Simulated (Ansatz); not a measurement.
Ansatz (an electronic-structure program) input:

Ansatz 0.2 input:
```yaml
crystal:
  lattice:
    - [0.0, 2.1615045529, 2.1615045529]
    - [2.1615045529, 0.0, 2.1615045529]
    - [2.1615045529, 2.1615045529, 0.0]
  atoms:
    - { symbol: W, position: [0.0, 0.0, 0.0] }
    - { symbol: C, position: [0.5, 0.5, 0.5] }
kpoints:
  mp_grid: { grid: [34, 34, 34] }
hamiltonian:
  xc: lda
  pseudopotentials: { azcp: { folder: ./paw }, kind: paw }
scf:
  occupations: { method: fermi_dirac, width: 0.1 }
elastic: { mode: relaxed_ion, stencil: two_point, amplitude: 0.005, f_tol: 0.0005 }
```

Output (shortened):

```
Pseudopotential: W, paw, valence charge 14
Pseudopotential: C, paw, valence charge 4
Functional definition: SPW92
Crystal: 2 atoms, lattice volume = 20.198 Å³
Basis set: ecut = 420 eV, 411 PW (Γ)
Bands: 13, of which v1, the nominal top of the filled ones, is band 9 counted from 1 (8 counted from 0)
Symmetry: 48 space group operations
Space group: Fm-3m (ITA 225), of the structure as read, at distance tolerance 2.7e-5 Å
k-points: 1059 of 39304
SCF iter   1: F=—  HF=-10374.863142 eV  |F-HF|=—  |Δ(HF+E_count)|=         —  Δρ=1.50e-1  dr2=6.12e0  ethr=3.10e-3  ⟨swp⟩=5.0  Hψ=143838  notcnv=0  defer=11
automatic band count: the SCF goes on with 17 bands, as 13 were too few: the levels above may hold too much charge
preconditioner: auto → none
SCF iter   2: F=—  HF=-10374.151831 eV  |F-HF|=—  |Δ(HF+E_count)|=   7.11e-1  Δρ=1.11e-1  dr2=3.38e0  ethr=3.10e-3  ⟨swp⟩=2.0  Hψ=32165  notcnv=0  defer=1469
SCF iter   3: F=—  HF=-10373.322699 eV  |F-HF|=—  |Δ(HF+E_count)|=   8.29e-1  Δρ=2.27e-2  dr2=1.36e-1  ethr=3.10e-3  ⟨swp⟩=2.2  Hψ=28863  notcnv=0  defer=1469
SCF iter   4: F=—  HF=-10373.290722 eV  |F-HF|=—  |Δ(HF+E_count)|=   3.20e-2  Δρ=1.01e-3  dr2=1.18e-4  ethr=7.56e-4  ⟨swp⟩=2.1  Hψ=31463  notcnv=0  defer=1352
SCF iter   5: F=—  HF=-10373.290788 eV  |F-HF|=—  |Δ(HF+E_count)|=   6.55e-5  Δρ=1.45e-4  dr2=8.50e-7  ethr=6.58e-7  ⟨swp⟩=2.4  Hψ=23525  notcnv=0  defer=1352
SCF iter   6: F=—  HF=-10373.290788 eV  |F-HF|=—  |Δ(HF+E_count)|=   2.93e-8  Δρ=1.45e-5  dr2=4.67e-8  ethr=4.72e-9  ⟨swp⟩=1.3  Hψ=17853  notcnv=0  defer=1352
SCF iter   7: F=—  HF=-10373.290788 eV  |F-HF|=—  |Δ(HF+E_count)|=   9.26e-9  Δρ=1.63e-6  dr2=6.56e-10  ethr=2.59e-10  ⟨swp⟩=2.2  Hψ=22062  notcnv=0  defer=1352
SCF iter   8: F=—  HF=-10373.290788 eV  |F-HF|=—  |Δ(HF+E_count)|=  1.75e-10  Δρ=2.02e-7  dr2=6.84e-12  ethr=3.65e-12  ⟨swp⟩=2.7  Hψ=24701  notcnv=0  defer=1352
SCF iter  10: F=-10373.290788 eV  HF=-10373.290788 eV  |F-HF|=5.46e-12  |Δ(HF+E_count)|=  5.46e-12  Δρ=1.49e-9  dr2=3.56e-16  ethr=1.00e-12  ⟨swp⟩=8.9  Hψ=63054  notcnv=0
SCF 1 converged in 10 iterations: F = -10373.290788 eV  dr2 = 3.56e-16
Crystal: 2 atoms, lattice volume = 20.097 Å³
Basis set: ecut = 420 eV, 403 PW (Γ)
Bands: 17, of which v1, the nominal top of the filled ones, is band 9 counted from 1 (8 counted from 0)
Symmetry: 16 space group operations
k-points: 2844 of 39304
iter 1 solved again at ethr=3.22e-6 eV; its pass at ethr=3.10e-3 eV (dr2=5.79e-4 eV) is discarded
SCF iter   1: F=—  HF=-10373.289521 eV  |F-HF|=—  |Δ(HF+E_count)|=         —  Δρ=1.79e-3  dr2=6.17e-4  ethr=3.22e-6  ⟨swp⟩=2.4  Hψ=263591  notcnv=0  defer=2201
preconditioner: auto → none
SCF iter   2: F=—  HF=-10373.289367 eV  |F-HF|=—  |Δ(HF+E_count)|=   1.54e-4  Δρ=7.42e-4  dr2=1.11e-4  ethr=3.22e-6  ⟨swp⟩=1.0  Hψ=44694  notcnv=0  defer=2201
SCF iter   3: F=—  HF=-10373.289336 eV  |F-HF|=—  |Δ(HF+E_count)|=   3.09e-5  Δρ=9.11e-5  dr2=1.70e-6  ethr=6.17e-7  ⟨swp⟩=1.0  Hψ=44843  notcnv=0  defer=2201
SCF iter   4: F=—  HF=-10373.289335 eV  |F-HF|=—  |Δ(HF+E_count)|=   1.34e-6  Δρ=1.35e-5  dr2=3.07e-8  ethr=9.45e-9  ⟨swp⟩=1.1  Hψ=45834  notcnv=0  defer=2201
SCF iter   5: F=—  HF=-10373.289335 eV  |F-HF|=—  |Δ(HF+E_count)|=   4.57e-9  Δρ=2.51e-6  dr2=9.04e-10  ethr=1.71e-10  ⟨swp⟩=2.3  Hψ=60051  notcnv=0  defer=2201
SCF iter   6: F=—  HF=-10373.289335 eV  |F-HF|=—  |Δ(HF+E_count)|=  2.26e-10  Δρ=3.25e-7  dr2=1.39e-11  ethr=5.02e-12  ⟨swp⟩=2.2  Hψ=66900  notcnv=0  defer=2201
SCF iter   7: F=—  HF=-10373.289335 eV  |F-HF|=—  |Δ(HF+E_count)|=  7.28e-12  Δρ=2.75e-8  dr2=1.01e-13  ethr=7.71e-14 (applied; sched 1.00e-12)  ⟨swp⟩=2.6  Hψ=67564  notcnv=0  defer=3612
SCF iter   8: F=-10373.289335 eV  HF=-10373.289335 eV  |F-HF|=1.82e-12  |Δ(HF+E_count)|=  1.82e-12  Δρ=2.95e-9  dr2=1.00e-15  ethr=1.00e-12  ⟨swp⟩=3.2  Hψ=111375  notcnv=0
SCF 2 converged in 8 iterations: F = -10373.289335 eV  dr2 = 1.00e-15
Crystal: 2 atoms, lattice volume = 20.299 Å³
iter 1 solved again at ethr=6.94e-10 eV; its pass at ethr=3.10e-3 eV (dr2=1.25e-7 eV) is discarded
SCF iter   1: F=—  HF=-10373.289580 eV  |F-HF|=—  |Δ(HF+E_count)|=         —  Δρ=3.01e-5  dr2=1.54e-7  ethr=6.94e-10  ⟨swp⟩=2.3  Hψ=257737  notcnv=0  defer=1599
preconditioner: auto → none
SCF iter   2: F=—  HF=-10373.289580 eV  |F-HF|=—  |Δ(HF+E_count)|=   4.38e-8  Δρ=1.19e-5  dr2=2.48e-8  ethr=6.94e-10  ⟨swp⟩=2.0  Hψ=58749  notcnv=0  defer=1599
SCF iter   3: F=—  HF=-10373.289580 eV  |F-HF|=—  |Δ(HF+E_count)|=   5.42e-9  Δρ=1.79e-6  dr2=5.59e-10  ethr=1.38e-10  ⟨swp⟩=1.8  Hψ=53095  notcnv=0  defer=1599
SCF iter   4: F=—  HF=-10373.289580 eV  |F-HF|=—  |Δ(HF+E_count)|=  5.82e-11  Δρ=1.78e-7  dr2=4.39e-12  ethr=3.11e-12  ⟨swp⟩=1.4  Hψ=47992  notcnv=0  defer=1599
SCF iter   5: F=-10373.289580 eV  HF=-10373.289580 eV  |F-HF|=3.64e-12  |Δ(HF+E_count)|=  1.82e-12  Δρ=1.63e-8  dr2=1.40e-14  ethr=1.00e-12  ⟨swp⟩=2.9  Hψ=154687  notcnv=0
SCF 3 converged in 5 iterations: F = -10373.289580 eV  dr2 = 1.40e-14
Crystal: 2 atoms, lattice volume = 20.197 Å³
Basis set: ecut = 420 eV, 407 PW (Γ)
Symmetry: 8 space group operations
k-points: 5373 of 39304
iter 1 solved again at ethr=2.62e-8 eV; its pass at ethr=3.10e-3 eV (dr2=4.72e-6 eV) is discarded
SCF iter   1: F=—  HF=-10373.290591 eV  |F-HF|=—  |Δ(HF+E_count)|=         —  Δρ=2.60e-4  dr2=1.04e-5  ethr=2.62e-8  ⟨swp⟩=3.6  Hψ=537477  notcnv=0  defer=4205
preconditioner: auto → none
SCF iter   2: F=—  HF=-10373.290587 eV  |F-HF|=—  |Δ(HF+E_count)|=   3.77e-6  Δρ=7.90e-5  dr2=5.33e-7  ethr=2.62e-8  ⟨swp⟩=2.5  Hψ=126922  notcnv=0  defer=4205
SCF iter   3: F=—  HF=-10373.290587 eV  |F-HF|=—  |Δ(HF+E_count)|=   1.06e-7  Δρ=2.05e-5  dr2=1.53e-8  ethr=2.57e-9  ⟨swp⟩=2.4  Hψ=126401  notcnv=0  defer=4205
SCF iter   4: F=—  HF=-10373.290587 eV  |F-HF|=—  |Δ(HF+E_count)|=   7.55e-9  Δρ=4.45e-7  dr2=1.09e-11  ethr=7.38e-11  ⟨swp⟩=1.0  Hψ=84421  notcnv=0  defer=4205
SCF iter   5: F=—  HF=-10373.290587 eV  |F-HF|=—  |Δ(HF+E_count)|=  7.28e-12  Δρ=5.03e-8  dr2=1.98e-13  ethr=5.23e-14 (applied; sched 1.00e-12)  ⟨swp⟩=2.0  Hψ=134896  notcnv=0  defer=6984
SCF iter   6: F=-10373.290587 eV  HF=-10373.290587 eV  |F-HF|=3.64e-12  |Δ(HF+E_count)|=  1.82e-12  Δρ=6.97e-9  dr2=4.44e-15  ethr=1.00e-12  ⟨swp⟩=4.0  Hψ=232628  notcnv=0
SCF 4 converged in 6 iterations: F = -10373.290587 eV  dr2 = 4.44e-15
Crystal: 2 atoms, lattice volume = 20.197 Å³
iter 1 solved again at ethr=2.69e-10 eV; its pass at ethr=3.10e-3 eV (dr2=4.83e-8 eV) is discarded
SCF iter   1: F=—  HF=-10373.290587 eV  |F-HF|=—  |Δ(HF+E_count)|=         —  Δρ=2.22e-5  dr2=4.62e-8  ethr=2.69e-10  ⟨swp⟩=2.4  Hψ=476102  notcnv=0  defer=3194
preconditioner: auto → none
SCF iter   2: F=—  HF=-10373.290587 eV  |F-HF|=—  |Δ(HF+E_count)|=   1.41e-8  Δρ=9.03e-6  dr2=6.15e-9  ethr=2.56e-10  ⟨swp⟩=1.0  Hψ=84348  notcnv=0  defer=3194
SCF iter   3: F=—  HF=-10373.290587 eV  |F-HF|=—  |Δ(HF+E_count)|=   1.48e-9  Δρ=1.24e-6  dr2=1.09e-10  ethr=3.42e-11  ⟨swp⟩=1.0  Hψ=84360  notcnv=0  defer=3194
SCF iter   4: F=—  HF=-10373.290587 eV  |F-HF|=—  |Δ(HF+E_count)|=  7.28e-12  Δρ=8.26e-8  dr2=1.05e-12  ethr=6.05e-13 (applied; sched 1.00e-12)  ⟨swp⟩=1.0  Hψ=84677  notcnv=0  defer=5981
SCF iter   5: F=-10373.290587 eV  HF=-10373.290587 eV  |F-HF|=3.64e-12  |Δ(HF+E_count)|=  1.82e-12  Δρ=1.08e-8  dr2=1.42e-14  ethr=1.00e-12  ⟨swp⟩=4.1  Hψ=238806  notcnv=0
SCF 5 converged in 5 iterations: F = -10373.290587 eV  dr2 = 1.42e-14
SCF converged after 10 iterations
Free energy (F): -10373.290788 eV
Harris-Foulkes:  -10373.290788 eV  (|F-HF|=5.46e-12)
Internal energy: -10373.259477 eV  (E = F + TS)
E sigma→0 (E₀):  -10373.275133 eV
Entropy (-TS):   -0.031310 eV (-15.655 meV/atom)
Fermi energy:    22.328771 eV
--- Per-component energies (eV) ---
  E_band       = -52.557057
  E_kinetic    = 513.066830
  E_local      = -572.848354  (includes V_loc(G=0)·N_el)
  E_nonlocal   = 4.547044
  E_hartree    = 234.880228
  E_xc         = -314.357369
  E_vxc        = -291.599509  (∫ρ·V_xc dr)
  E_paw        = -8416.806756  (= ΣΔE_a)
  E_vpaw       = -175.483677  (= ΣTr[D̂ρ^β])
  E_aug_tail   = 0.000152  (compensation charges beyond the density's cutoff)
  E_ewald      = -1822.087334
  E_core_change = 0.346082  (= ΣΔE_core)
  E_smearing   = -0.031310  (= −TS)
  E_closure    = 0.000000  (closes the sum)
  Σ components = -10373.290788   (vs F -10373.290788, Δ=0.00e0)
  [band-id]    e_kinetic+e_local+e_nonlocal+2·e_hartree+e_vxc+e_vpaw+e_augmentation_tail = -52.557058   (vs E_band -52.557057, Δ=-5.53e-7)
--- Forces (eV/Å), atoms counted from 1 ---
  atom   1  W      0.00000000     0.00000000     0.00000000
  atom   2  C      0.00000000     0.00000000     0.00000000
  max |Σ_I F_I| component: 0.0 eV/Å
--- Stress (GPa, compression-positive) ---
        0.151945       0.000000       0.000000
        0.000000       0.151945       0.000000
        0.000000       0.000000       0.151945
  P = ⅓ Tr σ = 0.1519 GPa (1.519 kbar)
--- Band table (eV; the first three rows and the last of 1059) ---
  k-point 0: bands = ["-52.9725", "-16.9566", "-16.9566", "-16.9566", "6.3153", "19.4242", "19.4242", "19.4242", "21.2381", "21.2381", "21.2381", "21.3286", "21.3286", "29.4028", "32.0435", "46.4095", "46.4095"]
  k-point 1: bands = ["-52.9721", "-16.9628", "-16.9573", "-16.9573", "6.3414", "19.3239", "19.4172", "19.4172", "20.7255", "20.7255", "21.2890", "21.8986", "21.8986", "29.4485", "32.1054", "45.9825", "46.2414"]
  k-point 2: bands = ["-52.9710", "-16.9813", "-16.9592", "-16.9592", "6.4195", "19.0561", "19.3554", "19.3554", "20.2877", "20.2877", "21.4123", "22.5486", "22.5486", "29.5814", "32.2880", "45.0789", "45.7794"]
  k-point 1058: bands = ["-52.9109", "-17.4118", "-17.3769", "-17.2103", "9.5656", "15.8263", "16.1051", "16.1619", "22.6121", "23.0932", "24.7825", "26.0318", "27.7059", "34.5785", "35.3167", "35.7919", "38.9389"]
--- Elastic constants: 2 strain directions × 2 members + reference (group order 48) ---
  dense FFT box of the reference and of every strained cell: 24×24×24
  strains applied: 11, 23; error gains: componentwise 1.00 (the most a stress slope's error grows in a printed constant), spectral 1.73 (1 for all six strains …
  C = ∂σ_k/∂η_j (tension-positive GPa; Voigt order 11 22 33 23 13 12):
       842.050    187.308    187.308      0.000      0.000      0.000
       187.308    842.050    187.308      0.000      0.000      0.000
       187.308    187.308    842.050      0.000      0.000      0.000
         0.000      0.000      0.000    126.305      0.000      0.000
         0.000      0.000      0.000      0.000    126.305      0.000
         0.000      0.000      0.000      0.000      0.000    126.305
  reference stress σ⁰ (GPa):     -0.152     -0.152     -0.152      0.000      0.000      0.000
  C* (energy form; C + prestress term) asymmetry max|C*_kj − C*_jk| = 2.842e-14 GPa — a small one proves nothing (zero by symmetry where the batch's group is …
  moduli (Voigt/Reuss/Hill, GPa): K = 405.56/405.56/405.56   G = 206.73/167.44/187.09   E = 486.46   ν = 0.300
  mechanically stable: yes (min eigenvalue of sym C = 126.30 GPa)
  where every solve meets its electron count the energy-path curvature estimates C_jj along a normal strain and C_jj − ¼(σ⁰_aa + σ⁰_bb) along a shear (ab), of …
  strain η (Voigt 11):  stress-route row diagonal C_11 = 842.05 GPa, energy-path curvature d²(F+E_count+ΔE)/dδ²/Ω₀ = 841.89 GPa
         δ    σ_11 (GPa)             F (eV)   n_scf  n_hpsi   n_pw
    -5.000e-3      -4.4919      -10373.2893351       8  738612    403   relax 0 steps, max|allowed force component| 0.0 eV/Å
     5.000e-3       3.9286      -10373.2895803       5  606018    411   relax 0 steps, max|allowed force component| 0.0 eV/Å
  strain η (Voigt 23):  stress-route row diagonal C_44 = 126.30 GPa, energy-path curvature d²(F+E_count+ΔE)/dδ²/Ω₀ = 126.49 GPa
         δ    σ_23 (GPa)             F (eV)   n_scf  n_hpsi   n_pw
    -5.000e-3      -0.6315      -10373.2905872       6  1306533    407   relax 0 steps, max|allowed force component| 0.0 eV/Å
     5.000e-3       0.6315      -10373.2905872       5  1032087    407   relax 0 steps, max|allowed force component| 0.0 eV/Å
```

Cost: very roughly 5 core-minutes on shared cores.

The workflow started from a Materials Project entry (that database holds measured and hypothetical structures alike); the Crystallography Open Database copy checked does not list it. It is not the phase usual at ambient conditions (space group No. 187). The LDA relaxation kept the symmetry of its start; whether a distortion lowers the energy is not shown. No spin polarisation was allowed. Its formation energy is positive at this level, so the cell may be metastable or incomplete. As this level gives no gap, shear constants depend on the k-mesh and smearing (Fermi–Dirac, 0.1 eV here). Spin–orbit coupling is left out wherever it is not named.

Potentials: the earlier of the program's two PAW sets. The files were generated under PBE; for other functionals the program regenerates the frozen cores, and for LDA and PBEsol the local potential too.

Ansatz is a plane-wave DFT program.
